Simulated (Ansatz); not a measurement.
Input and output for VCl₂O: DFT, PBEsol, all-electron PAW with datasets made for the crystal, scalar-relativistic (Ansatz 0.2.0). This run: the undistorted cell.

The cell is Materials Project entry mp-27712, used as a structure alone.

Command: `ansatz run input.yaml --threads 1 --pin off --max-ram 3072MiB --backend cpu --events-out ev --progress --plain --runs-dir out` It took 91 s on 1 thread of Intel(R) Xeon(R) 6975P-C (Granite Rapids), with other jobs on the host, peak memory 2.2 GiB.

```yaml
crystal:
  lattice:
    - [-1.758944, 1.82108, 6.544549]
    - [1.758944, -1.82108, 6.544549]
    - [1.758944, 1.82108, -6.544549]
  atoms:
    - { symbol: V, position: [0.5, 0.0, 0.5], spin: 1.5 }
    - { symbol: Cl, position: [0.627182, 0.627182, 0.0] }
    - { symbol: Cl, position: [0.372818, 0.372818, 0.0] }
    - { symbol: O, position: [0.0, 0.0, 0.0] }
magnetization:
  spin_polarized: true
kpoints:
  mp_grid: { grid: [8, 8, 8] }
scf:
  occupations: { method: fermi_dirac, width: 0.03 }
hamiltonian:
  xc: pbesol
  pseudopotentials: { kind: all_electron, datasets: crystal }
output:
  forces: true
  stress: true
  eigenvalues: true
  efg: { contact_densities: true }
```

Output:

```
basis.fft_grid_basis auto: the FFT boxes are laid along the combinations [[1, 0, 1], [0, 1, 1], [0, 0, 1]] of the cell's own vectors, 3.642, 3.518 and 7.017 Å long. The dense box has 27×27×54 points. Along the cell's own vectors, as sized, it would have 54×54×54, 4.00 times as many. Of the 8 symmetry operations that the crystal satisfies within crystal.symmetry.tolerance (time reversal apart; of a slab, those that keep its plane) the dense box along the cell's own vectors carries 8, and the one as laid loses 6 of those. basis.fft_grid_basis: typed keeps the cell's own vectors: state it where this run's energies or levels are differenced outside the engine with another run's, or held beside a run that keeps those vectors.
hamiltonian.pseudopotentials.datasets: crystal makes datasets for this crystal and solves the spheres of its atoms anew in each pass: cutoff 480.0 eV, the density's 1920.0 eV; for an error of 0.50 meV an atom under PBE, 2.0 meV for the cell; an energy difference from a run of another recipe may be off by several times the error for the cell, under r2SCAN by more, where some 0.1 meV an atom stays at smaller errors; O in spheres of 0.836 Å, 6 of its electrons in bands; Cl in spheres of 1.376 Å, 7 of its electrons in bands; V in spheres of 0.979 Å, 13 of its electrons in bands
band count auto-derived: 23 (N_el = 33.0; filled up to band 17; 22 by the electrons, moments and atoms)
Engine: ansatz 0.2.0
Pseudopotentials: kind: all_electron
Pseudopotential: V, paw, valence charge 13, recommended cutoff 480 eV (normal), crystal/all_electron/pbesol/scalar/gaussian/V, Koelling and Harmon's equation, gaussian nucleus
Pseudopotential: Cl, paw, valence charge 7, recommended cutoff 480 eV (normal), crystal/all_electron/pbesol/scalar/gaussian/Cl, Koelling and Harmon's equation, gaussian nucleus
Pseudopotential: O, paw, valence charge 6, recommended cutoff 480 eV (normal), crystal/all_electron/pbesol/scalar/gaussian/O, Koelling and Harmon's equation, gaussian nucleus
Functional definition: PBEsol
  exchange = pbesol_x
  correlation = pbesol_c
a search for the magnetic state begins, with frozen cores and fixed partial waves. It gives no result and prints no iterations
the search for the magnetic state of this step took 13 SCF iterations with frozen cores. It stayed in its first state, in which the spheres begin
Crystal: 4 atoms, lattice volume = 83.853 Å³
Basis set: ecut = 480 eV, 2003 PW (Γ), FFT grids on a1+a3, a2+a3, a3, exchange–correlation on 54×54×108 points (8 copies of the dense FFT grid, shifted against one another)
Bands: 23, of which v1, the nominal top of the filled ones, is band 17 counted from 1 (16 counted from 0)
Symmetry: 8 space group operations
Space group: Immm (ITA 71), of the structure as read, at distance tolerance 4.4e-5 Å
Magnetic group: BNS 71.533 (UNI 631), of the structure as read, at distance tolerance 4.4e-5 Å
k-points: 95 of 512
Non-local potential: V, projectors of the file, l = 0: 2, l = 1: 2, l = 2: 2
Non-local potential: Cl, projectors of the file, l = 0: 1, l = 1: 2
Non-local potential: O, projectors of the file, l = 0: 1, l = 1: 2
PAW form: soft (Blöchl's): semilocal exchange-correlation on the pseudo side does not see the compensation charge
PAW one-centre angular grid: V, 590 points (default); XC on its mesh's 1833 points in the sphere
PAW one-centre angular grid: Cl, 110 points (default); XC on its mesh's 1981 points in the sphere
PAW one-centre angular grid: O, 110 points (default); XC on its mesh's 1885 points in the sphere
Initial density: read from a saved state, or passed on in memory by an earlier SCF of this step, an earlier step, the calling program or the single point that the run made first
Starting moments: Σ|m| = 1.5 μB on 1 of 4 sites; this step starts from the density that it was given
Initial wavefunctions: pseudopotential atomic-orbital guess
Functional: x = pbesol(κ = 0.804, μ = 0.12345679012345678), c = pbesol(β = 0.046)
iter 1 solved again at ethr=6.40e-5 eV; its pass at ethr=1.00e-1 eV (dr2=8.36e-2 eV) is discarded
SCF iter   1: F=—  HF=-52929.201304 eV  |F-HF|=—  |Δ(HF+E_count)|=         —  Δρ=2.86e-3 (↑2.86e-3 ↓2.67e-3)  dr2=2.23e-2  dr2_m=1.61e-4  M=1.000 μB ∫|m|=1.349 μB  β_m=0.30  ethr=6.40e-5  ⟨swp⟩=4.4  Hψ=37015  notcnv=0
preconditioner: auto → none  [metal: Δε(μ)=0.021 eV  Ē_g=10.160 eV  σ=0.030 eV  W_gap=0.17  n_scr=20 (ndim 8)  ℏωp=20.3 eV  f_vac=0.170  D(μ)=2.50/eV (n_scr^D=20)]
SCF iter   2: F=—  HF=-52929.237392 eV  |F-HF|=—  |Δ(HF+E_count)|=   3.61e-2  Δρ=2.60e-3 (↑2.60e-3 ↓2.09e-3)  dr2=1.94e-2  dr2_m=1.57e-4  M=1.000 μB ∫|m|=1.364 μB  β_m=0.57  ethr=6.40e-5  ⟨swp⟩=3.3  Hψ=11117  notcnv=0  defer=12
SCF iter   3: F=—  HF=-52929.352125 eV  |F-HF|=—  |Δ(HF+E_count)|=   1.15e-1  Δρ=1.43e-2 (↑1.43e-2 ↓1.01e-2)  dr2=6.14e-1  dr2_m=3.66e-3  M=1.000 μB ∫|m|=1.301 μB  β_m=0.33  ethr=5.88e-5  ⟨swp⟩=4.2  Hψ=13537  notcnv=0  defer=8  recentre
SCF iter   4: F=—  HF=-52929.279201 eV  |F-HF|=—  |Δ(HF+E_count)|=   7.29e-2  Δρ=1.10e-3 (↑1.10e-3 ↓9.68e-4)  dr2=3.52e-3  dr2_m=2.04e-5  M=1.000 μB ∫|m|=1.355 μB  β_m=0.39  ethr=5.88e-5  ⟨swp⟩=3.9  Hψ=13000  notcnv=0  defer=1
SCF iter   5: F=—  HF=-52929.285761 eV  |F-HF|=—  |Δ(HF+E_count)|=   6.56e-3  Δρ=8.54e-4 (↑8.54e-4 ↓7.78e-4)  dr2=2.43e-3  dr2_m=9.13e-6  M=1.000 μB ∫|m|=1.353 μB  β_m=0.39  ethr=1.07e-5  ⟨swp⟩=3.1  Hψ=10881  notcnv=0  defer=6
SCF iter   6: F=—  HF=-52929.285603 eV  |F-HF|=—  |Δ(HF+E_count)|=   1.58e-4  Δρ=3.79e-4 (↑3.79e-4 ↓3.24e-4)  dr2=3.36e-4  dr2_m=4.03e-6  M=1.000 μB ∫|m|=1.354 μB  β_m=0.40  ethr=7.36e-6  ⟨swp⟩=3.1  Hψ=10122  notcnv=0  defer=9
SCF iter   7: F=—  HF=-52929.285636 eV  |F-HF|=—  |Δ(HF+E_count)|=   3.26e-5  Δρ=1.60e-4 (↑1.60e-4 ↓1.52e-4)  dr2=5.97e-5  dr2_m=1.57e-6  M=1.000 μB ∫|m|=1.353 μB  β_m=0.40  ethr=1.02e-6  ⟨swp⟩=3.0  Hψ=9778  notcnv=0  defer=5
SCF iter   8: F=—  HF=-52929.285674 eV  |F-HF|=—  |Δ(HF+E_count)|=   3.81e-5  Δρ=9.02e-5 (↑9.02e-5 ↓8.14e-5)  dr2=1.98e-5  dr2_m=5.83e-7  M=1.000 μB ∫|m|=1.353 μB  β_m=0.50  ethr=1.81e-7  ⟨swp⟩=2.0  Hψ=7544  notcnv=0  defer=2
iter 9 solved again at ethr=1.05e-9 eV; its pass at ethr=6.01e-8 eV (dr2=3.47e-7 eV) is discarded
SCF iter   9: F=—  HF=-52929.285689 eV  |F-HF|=—  |Δ(HF+E_count)|=   1.54e-5  Δρ=1.65e-5 (↑1.65e-5 ↓1.08e-5)  dr2=3.98e-7  dr2_m=5.70e-8  M=1.000 μB ∫|m|=1.352 μB  β_m=0.63  ethr=1.05e-9  ⟨swp⟩=2.8  Hψ=16837  notcnv=0  defer=1
SCF iter  10: F=—  HF=-52929.285689 eV  |F-HF|=—  |Δ(HF+E_count)|=   1.89e-7  Δρ=6.65e-6 (↑6.65e-6 ↓2.85e-6)  dr2=2.98e-8  dr2_m=1.33e-8  M=1.000 μB ∫|m|=1.352 μB  β_m=0.81  ethr=1.05e-9  ⟨swp⟩=3.0  Hψ=8536  notcnv=0  defer=1
SCF iter  11: F=-52929.285689 eV  HF=-52929.285689 eV  |F-HF|=7.93e-10  |Δ(HF+E_count)|=   5.08e-9  Δρ=2.31e-6 (↑2.31e-6 ↓1.02e-6)  dr2=1.74e-9  dr2_m=1.97e-9  M=1.000 μB ∫|m|=1.352 μB  ethr=9.03e-11  ⟨swp⟩=3.0  Hψ=8733  notcnv=0  defer=1
SCF 1 converged in 11 iterations: F = -52929.285692 eV  dr2 = 1.74e-9
  Residual-converged pass: ⟨swp⟩=2.2  Hψ=6477  notcnv=0  max |occ|·‖R‖ = 6.7e-6 eV (tolerance 6.7e-6 eV)  dr2=1.76e-9  dr2_m=2.01e-9  dr2_onsite=3.26e-9  max |Δocc| = 2.0e-11
  greatest PAW one-centre occupation: 0.982 electrons in one spin orbital (limit 2), on the V atom at site 0 (counted from 0), in its partial waves of l = 0
SCF converged after 11 iterations
Magnetization: 1.0000 μB (17.0000 up, 16.0000 down)
[... lines left out ...]
Free energy (F): -52929.285692 eV
Harris-Foulkes:  -52929.285692 eV  (|F-HF|=7.93e-10)
Internal energy: -52929.278269 eV  (E = F + TS)
E sigma→0 (E₀):  -52929.281980 eV
Entropy (-TS):   -0.007423 eV (-1.856 meV/atom)
Past the cutoff: the bands carry plane waves up to 1.75 times it, of which those up to 1.5 times it add -0.000246 eV an atom, each by itself; the spheres take 0.000184 eV an atom off the energy for waves past 1.75 times it
By the cutoff:   a pressure is off by up to 0.006 GPa (1.2 times the spheres' own share and the shells' term, over an atom's volume, and 0.004 GPa: a bound that held against runs at twice the plane waves)
Past the cutoffs: a stress includes 0.0014 GPa for waves and charges beyond them, in addition to the slope of what the spheres take
In the spheres:  the bands' charges fall short by 8.4e-7 e at most (sound up to 1e-3)
Fermi energy:    4.063177 eV
--- Per-component energies (eV) ---
  E_band       = -380.950346
  E_kinetic    = 706.758474
  E_local      = -3354.664197  (includes V_loc(G=0)·N_el)
  E_nonlocal   = 110.903285
  E_hartree    = 1503.147765
  E_xc         = -296.060593
  E_vxc        = -386.593631  (∫ρ·V_xc dr)
  E_paw        = -53032.666869  (= ΣΔE_a)
  E_vpaw       = -3427.016240  (= ΣTr[D̂ρ^β])
  E_ewald      = -1530.063133
  E_smearing   = -0.007423  (= −TS)
  E_closure    = 2963.366998  (closes the sum)
  Σ components = -52929.285692   (vs F -52929.285692, Δ=0.00e0)
  The terms above E_closure are by the made datasets' own strengths, without shells solved beside the bands.
--- Forces (eV/Å), atoms counted from 1 ---
  atom   1  V     -0.00000000     0.00000000     0.00000000
  atom   2  Cl    -0.00000000     0.00000000    -0.54596694
  atom   3  Cl     0.00000000     0.00000000     0.54596694
  atom   4  O     -0.00000000     0.00000000     0.00000000
  max |Σ_I F_I| component: 5.25e-29 eV/Å
--- Stress (GPa, compression-positive) ---
       -4.699181       0.000000       0.000000
        0.000000      -7.284465      -0.000000
        0.000000      -0.000000      -3.606555
  P = ⅓ Tr σ = -5.1967 GPa (-51.967 kbar)
--- PAW observables at the nuclei: V_zz in 10²¹ V/m², potentials from the cell's mean, atoms counted from 1 ---
  atom   1  V  V_zz =    -8.717429   η = 0.0488   by run symmetry: allowed
            electrostatic potential = -2681.745283 V   contact ρ = 65890.907088 e/Å³   contact ρ_s (e/Å³): all electrons -0.540257, valence +1.769725
  atom   2  Cl V_zz =   -12.542203   η = 0.3137   by run symmetry: allowed
            electrostatic potential = -1771.414604 V   contact ρ = 24043.869964 e/Å³   contact ρ_s (e/Å³): all electrons +0.010815, valence -0.002409
  atom   3  Cl V_zz =   -12.542203   η = 0.3137   by run symmetry: allowed
            electrostatic potential = -1771.414604 V   contact ρ = 24043.869964 e/Å³   contact ρ_s (e/Å³): all electrons +0.010815, valence -0.002409
  atom   4  O  V_zz =    -1.018055   η = 0.0222   by run symmetry: allowed
            electrostatic potential = -616.970326 V   contact ρ = 2146.325227 e/Å³   contact ρ_s (e/Å³): all electrons -0.157936, valence -0.385140
--- Band table (eV; the first three rows and the last of 190) ---
  k-point 0 ↑: bands = ["-61.2304", "-35.2671", "-35.0882", "-35.0762", "-14.0737", "-10.8799", "-10.4851", "-0.7944", "0.4266", "0.6730", "1.0426", "1.1476", "1.8502", "2.4778", "2.7225", "2.8344", "3.3674", "3.8636", "4.5313", "6.0320"]
  k-point 1 ↑: bands = ["-61.2300", "-35.2755", "-35.0869", "-35.0805", "-13.9226", "-10.8177", "-10.4530", "-0.6686", "0.1506", "0.2188", "0.7283", "0.7428", "1.8360", "1.9324", "2.5537", "2.7276", "3.6747", "4.4224", "4.6394", "5.9709"]
  k-point 2 ↑: bands = ["-61.2288", "-35.2955", "-35.0910", "-35.0840", "-13.5400", "-10.6510", "-10.3795", "-0.9775", "-0.4110", "-0.1564", "0.1120", "0.4827", "0.5340", "1.6892", "2.4620", "2.5097", "3.9523", "5.2215", "5.2708", "5.9744"]
  k-point 94 ↓: bands = ["-60.1565", "-34.6431", "-33.8043", "-33.7976", "-14.2165", "-10.7988", "-10.5902", "-0.1341", "0.6119", "0.6261", "0.8462", "0.9381", "1.8545", "2.0780", "2.5474", "2.6874", "4.6900", "5.0153", "5.2322", "6.5657"]
```

Next run (one bond, the shortest of the undistorted cell, set to 1.730 Å), as changes to the input before:

```diff
   atoms:
-    - { symbol: V, position: [0.5, 0.0, 0.5], spin: 1.5 }
+    - { symbol: V, position: [0.4875, 0.0, 0.4875], spin: 1.5 }
-    - { symbol: O, position: [0.0, 0.0, 0.0] }
+    - { symbol: O, position: [0.0125, 0.0, 0.0125] }
 magnetization:
```

Command: `ansatz run input.yaml --threads 1 --pin off --max-ram 3072MiB --backend cpu --events-out ev --progress --plain --runs-dir out` It took 110 s on 1 thread of Intel(R) Xeon(R) 6975P-C (Granite Rapids) (shared host), peak memory 2.5 GiB.

Results part of the output:

```
WARN: these bands are not tested for levels that they lack, and near the highest can lack one: the memory that the run is held to, or that of a device that it solves on, left no room for the test
639 of the run's printed levels, from 4.45 eV on, may lie off, as they stand: their residual norms reach 0.061 eV (residual_norms_ev in the JSON report holds each one's)
SCF 1 converged in 9 iterations: F = -52929.320842 eV  dr2 = 1.38e-8
  Residual-converged pass: ⟨swp⟩=2.8  Hψ=7700  notcnv=0  max |occ|·‖R‖ = 6.6e-6 eV (tolerance 6.7e-6 eV)  dr2=1.44e-8  dr2_m=3.71e-9  dr2_onsite=1.05e-8  max |Δocc| = 4.7e-11
  greatest PAW one-centre occupation: 0.976 electrons in one spin orbital (limit 2), on the V atom at site 0 (counted from 0), in its partial waves of l = 0
SCF converged after 9 iterations
Magnetization: 1.0000 μB (17.0000 up, 16.0000 down)
Absolute magnetization: 1.3313 μB (∫|ρ↑−ρ↓|)
Spin contamination: -0.0398 ħ² per cell (⟨S²⟩ above its minimum at these occupations)
Per-site moments (μB) at R_I (Å): [(0.7552598863340064, 0.7136357249999999), (-0.012445325015869717, 0.9991679025503475), (-0.01244532501586968, 0.9991679025503479), (-0.09836892208470632, 0.7136357249999999)]
Free energy (F): -52929.320842 eV
Harris-Foulkes:  -52929.320842 eV  (|F-HF|=8.57e-9)
Internal energy: -52929.314680 eV  (E = F + TS)
E sigma→0 (E₀):  -52929.317761 eV
Entropy (-TS):   -0.006162 eV (-1.540 meV/atom)
Past the cutoff: the bands carry plane waves up to 1.75 times it, of which those up to 1.5 times it add -0.000224 eV an atom, each by itself; the spheres take 0.000155 eV an atom off the energy for waves past 1.75 times it
By the cutoff:   a pressure is off by up to 0.005 GPa (1.2 times the spheres' own share and the shells' term, over an atom's volume, and 0.004 GPa: a bound that held against runs at twice the plane waves)
[... lines left out ...]
        0.000000      -5.240790       0.000000
        0.000000       0.000000      -3.651146
  P = ⅓ Tr σ = -4.4904 GPa (-44.904 kbar)
--- PAW observables at the nuclei: V_zz in 10²¹ V/m², potentials from the cell's mean, atoms counted from 1 ---
  atom   1  V  V_zz =    -8.025268   η = 0.0388   by run symmetry: allowed
            electrostatic potential = -2681.823245 V   contact ρ = 65891.066666 e/Å³   contact ρ_s (e/Å³): all electrons -0.532463, valence +1.746164
  atom   2  Cl V_zz =   -12.707653   η = 0.3078   by run symmetry: allowed
            electrostatic potential = -1771.440275 V   contact ρ = 24043.794370 e/Å³   contact ρ_s (e/Å³): all electrons +0.008604, valence -0.003168
  atom   3  Cl V_zz =   -12.707653   η = 0.3078   by run symmetry: allowed
            electrostatic potential = -1771.440275 V   contact ρ = 24043.794370 e/Å³   contact ρ_s (e/Å³): all electrons +0.008604, valence -0.003168
  atom   4  O  V_zz =    -1.307754   η = 0.0551   by run symmetry: allowed
            electrostatic potential = -616.901046 V   contact ρ = 2146.498279 e/Å³   contact ρ_s (e/Å³): all electrons -0.145913, valence -0.360112
--- Band table (eV; the first three rows and the last of 190) ---
  k-point 0 ↑: bands = ["-61.1678", "-35.2581", "-35.0153", "-35.0065", "-14.1510", "-10.8666", "-10.4668", "-0.7893", "0.4593", "0.6380", "0.9703", "1.0016", "1.8804", "2.4732", "2.5430", "2.7746", "3.4327", "4.0867", "4.6386", "6.1258"]
  k-point 1 ↑: bands = ["-61.1673", "-35.2666", "-35.0140", "-35.0108", "-14.0012", "-10.8034", "-10.4346", "-0.6700", "0.1016", "0.2127", "0.6842", "0.6888", "1.7574", "1.9470", "2.5241", "2.6840", "3.7076", "4.5584", "4.7505", "6.0264"]
  k-point 2 ↑: bands = ["-61.1661", "-35.2868", "-35.0214", "-35.0110", "-13.6222", "-10.6344", "-10.3605", "-1.0446", "-0.4295", "-0.2003", "0.1084", "0.4752", "0.5247", "1.7073", "2.4263", "2.4756", "3.9929", "5.3117", "5.3549", "6.0320"]
  k-point 94 ↓: bands = ["-60.1104", "-34.6790", "-33.7409", "-33.7219", "-14.2827", "-10.7821", "-10.5695", "-0.1380", "0.5960", "0.6546", "0.7784", "0.8722", "1.7096", "2.1934", "2.4363", "2.6525", "4.7978", "5.0910", "5.3025", "6.6103"]
```

The magnetic state is the one reached from the start moments; other orders weren't searched.
